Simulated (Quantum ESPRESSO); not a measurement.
## Al3MgN3O (input and log of a self-consistent run)

Computed values, not a measurement. The program is pw.x of Quantum ESPRESSO 7.5 (plane-wave density functional theory). The cell is made up: 8 atoms on a rocksalt lattice, with randomly drawn elements, strain and displacements, not relaxed. PseudoDojo standard norm-conserving files (v0.5 for PBE, v0.4.1 for LDA and PBEsol) set the functional; there is no spin polarisation, spin-orbit coupling or dispersion term, and the masses in the input are unused placeholders.

Input:

```
&control calculation='scf', pseudo_dir='./dojo.nc.sr.pbe.v0_5.standard.upf', outdir='./o', disk_io='medium', tprnfor=.true., tstress=.true. /
&system ibrav=0, nat=8, ntyp=4, nbnd=26, ecutwfc=84.00895049, nosym=.true., tot_charge=0,
 occupations='smearing', smearing='fd', degauss=0.0018374661
/
&electrons conv_thr=7.350e-09, electron_maxstep=60, /
ATOMIC_SPECIES
Al 1.0 Al.upf
Mg 1.0 Mg.upf
N 1.0 N.upf
O 1.0 O.upf
CELL_PARAMETERS angstrom
4.1338 0.0119 0.0428
0.0119 4.1751 -0.0421
0.0433 -0.0426 4.0577
ATOMIC_POSITIONS angstrom
Al -0.0157 -0.14 0.0445
Mg 0.0972 2.2193 2.0026
Al 2.1366 -0.1299 2.1618
Al 2.1048 2.2067 -0.077
N 1.9882 -0.0515 0.1334
N 2.0272 2.0241 2.0151
N 4.2218 0.011 2.0759
O 4.0994 2.1366 -0.0189
K_POINTS automatic
4 4 4 1 1 1
```

The log is shortened where brackets say so; the opening notice, blank lines, dates and the lines on written files are dropped, and the path of the files is cut. It prints rydbergs, bohrs and kilobars, and counts compression as positive stress. With no partly filled state, the Fermi energy that it prints is only some level between the filled and the empty states on the mesh, and need not lie in the true gap.

```
     Program PWSCF v.7.5
     Parallel version (MPI & OpenMP), running on       1 processor cores
     Number of MPI processes:                 1
     Threads/MPI process:                     1
     [start-up lines left out]
     bravais-lattice index     =            0
     lattice parameter (alat)  =       7.8122  a.u.
     unit-cell volume          =     472.4927 (a.u.)^3
     number of atoms/cell      =            8
     number of atomic types    =            4
     number of electrons       =        40.00
     number of Kohn-Sham states=           26
     kinetic-energy cutoff     =      84.0090  Ry
     charge density cutoff     =     336.0358  Ry
     scf convergence threshold =      7.3E-09
     mixing beta               =       0.7000
     number of iterations used =            8  plain     mixing
     Exchange-correlation= PBE
                           (   1   4   3   4   0   0   0)
     [axes and pseudopotential details left out]
   Cartesian axes
     site n.     atom                  positions (alat units)
         1        Al     tau(   1) = (  -0.0037977  -0.0338652   0.0107643  )
         2        Mg     tau(   2) = (   0.0235121   0.5368358   0.4844173  )
         3        Al     tau(   3) = (   0.5168312  -0.0314221   0.5229269  )
         4        Al     tau(   4) = (   0.5091389   0.5337879  -0.0186259  )
         5        N      tau(   5) = (   0.4809341  -0.0124576   0.0322687  )
         6        N      tau(   6) = (   0.4903679   0.4896181   0.4874410  )
         7        N      tau(   7) = (   1.0212290   0.0026608   0.5021482  )
         8        O      tau(   8) = (   0.9916211   0.5168312  -0.0045718  )
     number of k points=    32  Fermi-Dirac smearing, width (Ry)=  0.0018
                       cart. coord. in units 2pi/alat
        k(    1) = (   0.1233297   0.1247032   0.1273448), wk =   0.0625000
        k(    2) = (   0.1206846   0.1272796   0.3821034), wk =   0.0625000
     [further k points left out]
     Dense  grid:    49167 G-vectors     FFT dimensions: (  45,  48,  45)
     Estimated max dynamical RAM per process >      59.14 MB
     Initial potential from superposition of free atoms
     starting charge      39.9918, renormalised to      40.0000
     Starting wfcs are   33 randomized atomic wfcs
     total cpu time spent up to now is        4.3 secs
     per-process dynamical memory:    45.7 Mb
     Self-consistent Calculation
     iteration #  1     ecut=    84.01 Ry     beta= 0.70
     Davidson diagonalization with overlap
     ethr =  1.00E-02,  avg # of iterations =  4.6
     total cpu time spent up to now is       14.7 secs
     total energy              =    -227.85334319 Ry
     estimated scf accuracy    <       1.82203542 Ry
     iteration #  2     ecut=    84.01 Ry     beta= 0.70
     Davidson diagonalization with overlap
     ethr =  4.56E-03,  avg # of iterations =  2.0
     total cpu time spent up to now is       22.8 secs
     total energy              =    -228.41004574 Ry
     estimated scf accuracy    <       1.25068429 Ry
     iteration #  3     ecut=    84.01 Ry     beta= 0.70
     Davidson diagonalization with overlap
     ethr =  3.13E-03,  avg # of iterations =  2.0
     total cpu time spent up to now is       31.0 secs
     total energy              =    -228.61472404 Ry
     estimated scf accuracy    <       0.02398333 Ry
     iteration #  4     ecut=    84.01 Ry     beta= 0.70
     Davidson diagonalization with overlap
     ethr =  6.00E-05,  avg # of iterations =  5.8
     total cpu time spent up to now is       42.4 secs
     total energy              =    -228.62572792 Ry
     estimated scf accuracy    <       0.00626696 Ry
     iteration #  5     ecut=    84.01 Ry     beta= 0.70
     Davidson diagonalization with overlap
     ethr =  1.57E-05,  avg # of iterations =  4.3
     total cpu time spent up to now is       49.0 secs
     total energy              =    -228.62660573 Ry
     estimated scf accuracy    <       0.00191538 Ry
     [iterations 6 to 7 left out]
     iteration #  8     ecut=    84.01 Ry     beta= 0.70
     Davidson diagonalization with overlap
     ethr =  1.22E-08,  avg # of iterations =  4.7
     total cpu time spent up to now is       75.3 secs
     total energy              =    -228.62666296 Ry
     estimated scf accuracy    <       0.00000557 Ry
     iteration #  9     ecut=    84.01 Ry     beta= 0.70
     Davidson diagonalization with overlap
     ethr =  1.22E-08,  avg # of iterations =  2.0
     total cpu time spent up to now is       85.9 secs
     total energy              =    -228.62666373 Ry
     estimated scf accuracy    <       0.00000018 Ry
     iteration # 10     ecut=    84.01 Ry     beta= 0.70
     Davidson diagonalization with overlap
     ethr =  4.56E-10,  avg # of iterations =  2.9
     total cpu time spent up to now is       93.7 secs
     total energy              =    -228.62666378 Ry
     estimated scf accuracy    <       0.00000001 Ry
     iteration # 11     ecut=    84.01 Ry     beta= 0.70
     Davidson diagonalization with overlap
     ethr =  3.59E-11,  avg # of iterations =  3.6
     total cpu time spent up to now is      105.2 secs
     total energy              =    -228.62666378 Ry
     estimated scf accuracy    <       0.00000001 Ry
     iteration # 12     ecut=    84.01 Ry     beta= 0.70
     Davidson diagonalization with overlap
     ethr =  3.10E-11,  avg # of iterations =  2.0
     total cpu time spent up to now is      114.7 secs
     End of self-consistent calculation
          k = 0.1233 0.1247 0.1273 (  6151 PWs)   bands (ev):
   -62.4499 -29.3764 -29.2594 -29.2528  -9.2223  -5.0148  -2.5403  -2.2019
     3.4095   3.6645   3.9606   5.8102   6.6245   6.7925   7.5369   8.1529
     8.6863   9.0707  10.0911  10.5261  14.1923  15.0761  15.8970  16.8242
    17.2714  17.3955
     [levels at the other k points left out]
     the Fermi energy is    12.3213 ev
!    total energy              =    -228.62666378 Ry
     estimated scf accuracy    <          8.4E-10 Ry
     smearing contrib. (-TS)   =       0.00000000 Ry
     internal energy E=F+TS    =    -228.62666378 Ry
     The total energy is F=E-TS. E is the sum of the following terms:
     one-electron contribution =     -91.44176235 Ry
     hartree contribution      =      68.42865652 Ry
     xc contribution           =     -50.14461844 Ry
     ewald contribution        =    -155.46893951 Ry
     convergence has been achieved in  12 iterations
     Forces acting on atoms (cartesian axes, Ry/au):
     atom    1 type  1   force =     0.00958880    0.07575108    0.00478376
     atom    2 type  2   force =    -0.05463510   -0.11650927   -0.01791538
     atom    3 type  1   force =    -0.01860595    0.07232700   -0.04460214
     atom    4 type  1   force =    -0.01170154   -0.08711626    0.04131056
     atom    5 type  3   force =     0.05034921    0.00985998   -0.05261056
     atom    6 type  3   force =     0.08973228    0.02471840    0.01893661
     atom    7 type  3   force =    -0.05394590    0.01559799    0.02915146
     atom    8 type  4   force =    -0.01078179    0.00537109    0.02094568
     Total force =     0.242367     Total SCF correction =     0.000013
     Computing stress (Cartesian axis) and pressure
          total   stress  (Ry/bohr**3)                   (kbar)     P=       45.97
   0.00046220  -0.00010983  -0.00036495           67.99      -16.16      -53.69
  -0.00010983   0.00060901   0.00021028          -16.16       89.59       30.93
  -0.00036495   0.00021028  -0.00013365          -53.69       30.93      -19.66
     init_run     :      4.07s CPU      4.20s WALL (       1 calls)
     electrons    :     98.82s CPU    110.42s WALL (       1 calls)
     forces       :      2.03s CPU      2.07s WALL (       1 calls)
     stress       :      7.35s CPU      7.41s WALL (       1 calls)
     [timing details left out]
     PWSCF        :   1m52.43s CPU   2m 4.41s WALL
     JOB DONE.
```

In other units: free energy -3110.624 eV for the cell, pressure 4.60 GPa, largest force component 2.996 eV/Å. A rerun of the same cell at another strain at 1437 eV and a 6 x 6 x 6 mesh moved values by no more than 0.004 eV in energy, 0.02 GPa in stress and 0.003 eV/Å in force.